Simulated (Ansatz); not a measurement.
This Cd3TeSe2 structure is the end of a relaxation. The cell was found from a structure generator's guess, not taken from experiment.

Level of theory: DFT PBE, scalar-relativistic, plane waves, PAW (Ansatz 0.2.0). Cutoff 420 eV, Γ-centred mesh, Gaussian smearing, no spin polarisation.

```
CELL_PARAMETERS angstrom
4.48152 0.00000 0.00000
-2.24076 3.88111 0.00000
0.00000 0.00000 21.97859
ATOMIC_POSITIONS crystal
Cd 0.33333 0.66667 0.00702
Cd 0.33333 0.66667 0.32656
Cd 0.33333 0.66667 0.66650
Cd 0.66667 0.33333 0.16650
Cd 0.66667 0.33333 0.50702
Cd 0.66667 0.33333 0.82656
Te 0.33333 0.66667 0.45698
Te 0.66667 0.33333 0.95698
Se 0.33333 0.66667 0.12900
Se 0.33333 0.66667 0.78893
Se 0.66667 0.33333 0.28893
Se 0.66667 0.33333 0.62900
```

Energies over the elements count from the elements' standard structures at the same level, with no fitted energy shifts.

Problem. Find its symmetry and describe it.

Solution. P6_3mc (No. 186), with Te and Se ordered on wurtzite sites. Conventional cell: a = 4.482 Å, c = 21.979 Å. Cd on its first site is surrounded by 1 Se at 2.68 Å and 3 Te at 2.81 Å; Cd on its second site is surrounded by 3 Se at 2.72 Å and 1 Te at 2.87 Å; Te has 4 Cd at 2.81–2.87 Å; around Se on its first site lie 4 Cd at 2.68–2.72 Å; 2 more sites not described.

Problem. How far does it lie from the elements in energy?

Solution. −0.560 eV/atom. Whether it is stable depends on the other phases of the system, which aren't compared here.

Problem. Is it a metal?

Solution. No, the gap on the 12×12×2 mesh is 0.12 eV.

The last run used a 12×12×2 mesh (in the run's order of axes) for its 12-atom cell and Gaussian smearing of 0.01 eV. These runs have no spin–orbit coupling, which can matter for Te. Kohn–Sham gaps at this level usually fall short of measured ones. The missing spin–orbit coupling can work the other way here. The reference forms of Se and Te are held partly by dispersion forces, which this level lacks. Small gaps are read on the mesh alone, and bands can cross between its points. A structure relaxed within its symmetry needn't be a true minimum.
